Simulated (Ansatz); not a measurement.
In2O3 (bixbyite, Ia-3), the program Ansatz at the PBE level (PAW), all energies at zero smearing, with the estimated change up to a 700 eV cutoff added, with one set of potentials and settings (totals compare only within such a set). Cell of 40 atoms (16 In, 24 O): -103188.345 eV.

| element | reference phase | E (eV/atom) |
|---|---|---|
| In | I4/mmm, 1 atoms in the cell | -5597.9156 |
| O | C2/m, 4 atoms in the cell, spin-polarised | -565.0042 |

Formation energy per atom, worked out: (-103188.345 − 16×(-5597.9156) − 24×(-565.0042))/40 = -1.540 eV/atom (-149 kJ per mol of atoms), at 0 K, without zero-point energy or fitted corrections.

The PBE relaxation kept the symmetry of its start. The references are the lowest solids computed at this level, not always the standard phases (solids in place of the gases).

Potentials: the earlier of the program's two PAW sets.
